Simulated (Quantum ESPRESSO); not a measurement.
Mg3Al3TaAg, input and log of a self-consistent run

Computed values, not a measurement. The program is pw.x of Quantum ESPRESSO 7.5 (plane-wave density functional theory). The cell is made up: eight metal atoms on a face-centred cubic lattice, with elements, volume, strain and displacements drawn at random and not relaxed, so it may be unstable or far from any real phase. PseudoDojo standard norm-conserving files set the functional (PBE unless stated); there is no spin polarisation or spin-orbit coupling, the Fermi-Dirac width of 0.25 eV means electrons at about 2900 K, and the masses in the input are unused placeholders. Heavy elements are run without spin-orbit coupling, which real alloys of them have. A spin test at this wide smearing found no moment, but such smearing suppresses magnetism that the real alloy may have.

Input:

```
&control calculation='scf', pseudo_dir='./dojo.nc.sr.pbe.v0_5.standard.upf', outdir='./o', disk_io='minimal', tprnfor=.true., tstress=.true. /
&system ibrav=0, nat=8, ntyp=4, nbnd=45, ecutwfc=84.00895049, nosym=.true., tot_charge=0,
 occupations='smearing', smearing='fd', degauss=0.0183746611
/
&electrons conv_thr=1.470e-08, electron_maxstep=70, mixing_beta=0.5 /
ATOMIC_SPECIES
Ag 1.0 Ag.upf
Al 1.0 Al.upf
Mg 1.0 Mg.upf
Ta 1.0 Ta.upf
CELL_PARAMETERS angstrom
0.0258 -0.0371 -4.1441
-4.1793 0.0138 0.0258
2.0491 8.5435 2.1333
ATOMIC_POSITIONS angstrom
Mg -0.0554 -0.1186 0.1806
Al -2.0152 2.2547 0.0218
Ta 0.0513 4.2051 0.1276
Al -2.1624 6.3979 0.047
Mg -2.1407 -0.0882 -2.094
Mg -0.1137 2.0509 -1.8008
Al -2.1744 4.2271 -2.0172
Ag 0.1458 6.3871 -1.8449
K_POINTS automatic
6 6 3 1 1 1
```

The log is shortened where brackets say so; the opening notice, blank lines, dates and the lines on written files are dropped, and the path of the files is cut. It prints rydbergs, bohrs and kilobars, and counts compression as positive stress. Its total energy is the free energy E - TS of the whole cell.

```
     Program PWSCF v.7.5
     Parallel version (MPI & OpenMP), running on       4 processor cores
     Number of MPI processes:                 4
     Threads/MPI process:                     1
     [start-up lines left out]
     bravais-lattice index     =            0
     lattice parameter (alat)  =       7.8317  a.u.
     unit-cell volume          =     997.0538 (a.u.)^3
     number of atoms/cell      =            8
     number of atomic types    =            4
     number of electrons       =        71.00
     number of Kohn-Sham states=           45
     kinetic-energy cutoff     =      84.0090  Ry
     charge density cutoff     =     336.0358  Ry
     scf convergence threshold =      1.5E-08
     mixing beta               =       0.5000
     number of iterations used =            8  plain     mixing
     Exchange-correlation= PBE
                           (   1   4   3   4   0   0   0)
     [axes and pseudopotential details left out]
   Cartesian axes
     site n.     atom                  positions (alat units)
         1        Mg     tau(   1) = (  -0.0133676  -0.0286173   0.0435774  )
         2        Al     tau(   2) = (  -0.4862528   0.5440424   0.0052602  )
         3        Ta     tau(   3) = (   0.0123783   1.0146594   0.0307889  )
         4        Al     tau(   4) = (  -0.5217711   1.5437658   0.0113408  )
         5        Mg     tau(   5) = (  -0.5165350  -0.0212820  -0.5052666  )
         6        Mg     tau(   6) = (  -0.0274350   0.4948669  -0.4345197  )
         7        Al     tau(   7) = (  -0.5246666   1.0199678  -0.4867354  )
         8        Ag     tau(   8) = (   0.0351805   1.5411598  -0.4451607  )
     number of k points=    54  Fermi-Dirac smearing, width (Ry)=  0.0184
                       cart. coord. in units 2pi/alat
        k(    1) = (  -0.0827582   0.1219076  -0.0849449), wk =   0.0370370
        k(    2) = (  -0.0838098  -0.2019543  -0.0820521), wk =   0.0370370
     [further k points left out]
     Dense  grid:   103665 G-vectors     FFT dimensions: (  45,  48, 100)
     Estimated max dynamical RAM per process >     276.48 MB
     Estimated total dynamical RAM >       1.01 GB
     Initial potential from superposition of free atoms
     starting charge      70.9889, renormalised to      71.0000
     Starting wfcs are   47 randomized atomic wfcs
     total cpu time spent up to now is        3.8 secs
     per-process dynamical memory:   208.1 Mb
     Self-consistent Calculation
     iteration #  1     ecut=    84.01 Ry     beta= 0.50
     Davidson diagonalization with overlap
     ethr =  1.00E-02,  avg # of iterations =  5.4
     total cpu time spent up to now is       13.1 secs
     total energy              =    -810.02755801 Ry
     estimated scf accuracy    <       0.89009088 Ry
     iteration #  2     ecut=    84.01 Ry     beta= 0.50
     Davidson diagonalization with overlap
     ethr =  1.25E-03,  avg # of iterations =  4.9
     total cpu time spent up to now is       22.5 secs
     total energy              =    -809.70250139 Ry
     estimated scf accuracy    <       7.96689705 Ry
     iteration #  3     ecut=    84.01 Ry     beta= 0.50
     Davidson diagonalization with overlap
     ethr =  1.25E-03,  avg # of iterations =  4.3
     total cpu time spent up to now is       31.8 secs
     total energy              =    -810.46637850 Ry
     estimated scf accuracy    <       0.32614915 Ry
     iteration #  4     ecut=    84.01 Ry     beta= 0.50
     Davidson diagonalization with overlap
     ethr =  4.59E-04,  avg # of iterations =  2.0
     total cpu time spent up to now is       39.5 secs
     total energy              =    -810.50211434 Ry
     estimated scf accuracy    <       0.07533942 Ry
     iteration #  5     ecut=    84.01 Ry     beta= 0.50
     Davidson diagonalization with overlap
     ethr =  1.06E-04,  avg # of iterations =  2.3
     total cpu time spent up to now is       46.8 secs
     total energy              =    -810.51258413 Ry
     estimated scf accuracy    <       0.01024332 Ry
     iteration #  6     ecut=    84.01 Ry     beta= 0.50
     Davidson diagonalization with overlap
     ethr =  1.44E-05,  avg # of iterations =  5.4
     total cpu time spent up to now is       55.0 secs
     total energy              =    -810.51342118 Ry
     estimated scf accuracy    <       0.00092105 Ry
     iteration #  7     ecut=    84.01 Ry     beta= 0.50
     Davidson diagonalization with overlap
     ethr =  1.30E-06,  avg # of iterations =  5.6
     total cpu time spent up to now is       63.8 secs
     total energy              =    -810.51358801 Ry
     estimated scf accuracy    <       0.00012354 Ry
     iteration #  8     ecut=    84.01 Ry     beta= 0.50
     Davidson diagonalization with overlap
     ethr =  1.74E-07,  avg # of iterations =  2.0
     total cpu time spent up to now is       70.8 secs
     total energy              =    -810.51360633 Ry
     estimated scf accuracy    <       0.00001465 Ry
     iteration #  9     ecut=    84.01 Ry     beta= 0.50
     Davidson diagonalization with overlap
     ethr =  2.06E-08,  avg # of iterations =  2.0
     total cpu time spent up to now is       77.9 secs
     total energy              =    -810.51360896 Ry
     estimated scf accuracy    <       0.00000089 Ry
     iteration # 10     ecut=    84.01 Ry     beta= 0.50
     Davidson diagonalization with overlap
     ethr =  1.25E-09,  avg # of iterations =  3.3
     total cpu time spent up to now is       85.3 secs
     total energy              =    -810.51360902 Ry
     estimated scf accuracy    <       0.00000015 Ry
     iteration # 11     ecut=    84.01 Ry     beta= 0.50
     Davidson diagonalization with overlap
     ethr =  2.05E-10,  avg # of iterations =  2.2
     total cpu time spent up to now is       92.5 secs
     End of self-consistent calculation
     [lines on levels left out]
!    total energy              =    -810.51360904 Ry
     estimated scf accuracy    <          4.9E-09 Ry
     smearing contrib. (-TS)   =      -0.05643915 Ry
     internal energy E=F+TS    =    -810.45716990 Ry
     The total energy is F=E-TS. E is the sum of the following terms:
     one-electron contribution =    -542.80974750 Ry
     hartree contribution      =     278.99193945 Ry
     xc contribution           =    -129.89326693 Ry
     ewald contribution        =    -416.74609492 Ry
     convergence has been achieved in  11 iterations
     Forces acting on atoms (cartesian axes, Ry/au):
     atom    1 type  3   force =     0.00777561    0.01230799   -0.03481508
     atom    2 type  2   force =    -0.02905869    0.00675523    0.03181815
     atom    3 type  4   force =    -0.02252372    0.01747362   -0.00485784
     atom    4 type  2   force =     0.01625230   -0.04153958    0.02766176
     atom    5 type  3   force =     0.00214883   -0.00398119    0.03213728
     atom    6 type  3   force =     0.02790271    0.01384496   -0.03808625
     atom    7 type  2   force =     0.02306888    0.00832357    0.00972769
     atom    8 type  1   force =    -0.02556592   -0.01318461   -0.02358572
     Total force =     0.111676     Total SCF correction =     0.000184
     Computing stress (Cartesian axis) and pressure
          total   stress  (Ry/bohr**3)                   (kbar)     P=       -1.83
  -0.00009929   0.00003504   0.00004507          -14.61        5.15        6.63
   0.00003504   0.00001573  -0.00006496            5.15        2.31       -9.56
   0.00004507  -0.00006496   0.00004622            6.63       -9.56        6.80
     init_run     :      3.46s CPU      3.63s WALL (       1 calls)
     electrons    :     87.61s CPU     88.72s WALL (       1 calls)
     forces       :      1.34s CPU      1.34s WALL (       1 calls)
     stress       :      4.53s CPU      4.53s WALL (       1 calls)
     [timing details left out]
     PWSCF        :   1m37.14s CPU   1m38.45s WALL
     JOB DONE.
```

In other units: free energy -11027.599 eV for the cell, pressure -0.18 GPa, largest force component 1.068 eV/Å in size. The run took 100 s of wall time with four MPI processes on a shared machine (Intel Xeon, 2023 or later, virtual cores), so the time is rough. A rerun of this cell at a higher cutoff and on a denser mesh moved values by no more than 0.002 eV in energy, 0.04 GPa in stress and 0.012 eV/Å in force, and a second program with other atomic files agreed on that cell to 2 % rms in force and 0.5 GPa in pressure.